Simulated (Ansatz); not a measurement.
# SCF convergence of As2Se against the length of the Broyden history

Computed with DFT PBEsol, scalar-relativistic, plane waves, PAW in Ansatz 0.2.0.

```
As Se
1.0
    -3.52942    3.52942    2.65357
     3.52942   -3.52942    2.65357
     3.52942    3.52942   -2.65357
As Se
4 2
Direct
  0.87500 0.12500 0.75000
  0.37500 0.12500 0.25000
  0.87500 0.62500 0.75000
  0.87500 0.12500 0.25000
  0.50000 0.50000 0.00000
  0.25000 0.75000 0.50000
```

```
plane-wave cutoff : 420 eV
Γ-centred k-mesh  : 8×8×8
occupation rule   : Gaussian smearing, 0.1 eV
spin treatment    : unpolarised
```

Each run starts from superposed atomic densities and uses Broyden mixing with its automatic preconditioner, at most 120 iterations and the default threshold on the density residual; only the length of the Broyden history differs.

```json
{"length of the Broyden history": "1", "iterations": "14", "converged": "yes", "density residual (eV) at iterations 1, 3, 5": "0.44 0.0079 0.00058"}
{"length of the Broyden history": "2", "iterations": "9", "converged": "yes", "density residual (eV) at iterations 1, 3, 5": "0.44 0.0079 0.00014"}
{"length of the Broyden history": "3", "iterations": "10", "converged": "yes", "density residual (eV) at iterations 1, 3, 5": "0.44 0.0079 0.00014"}
{"length of the Broyden history": "8", "iterations": "9", "converged": "yes", "density residual (eV) at iterations 1, 3, 5": "0.44 0.0079 0.00014"}
```

Cost: 4 runs of about 2 core-minutes in all, on Intel Xeon Processor @ 2.70GHz (shared hosts).